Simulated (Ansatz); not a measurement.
# Sb: two-dimensional strain map

Theory: Ansatz, DFT LDA, scalar-relativistic, plane waves, PAW. Settings: plane waves to 420 eV, k-mesh 18×18×18 (Γ-centred), Gaussian smearing 0.15 eV. No spin polarisation. Energies are free energies at this smearing, counted from the undisturbed cell; pressure is positive in compression.

The starting cell (as given, not relaxed at this level; it stands at -2.3 GPa; this fcc form isn't the usual structure):

```
Sb
1.0
     0.00000    2.37124    2.37124
     2.37124    0.00000    2.37124
     2.37124    2.37124    0.00000
Sb
1
Direct
  0.00000 0.00000 0.00000
```

The cell is strained by p along both x and y and by q along z, fractional coordinates fixed. Points are written (p, q).

Energy above the undisturbed cell in meV/atom (a dash: not computed):

```csv
p \ q,-0.050,0.000,0.050
-0.050,78.8,17.1,-13.1
0.000,-9.1,0.0,28.2
0.050,13.0,80.3,–
```

Pressure in GPa:

| p \ q | -0.050 | 0.000 | 0.050 |
| --- | --- | --- | --- |
| -0.050 | 10.7 | 5.5 | 1.5 |
| 0.000 | 1.1 | -2.3 | -4.9 |
| 0.050 | -4.9 | -7.0 | – |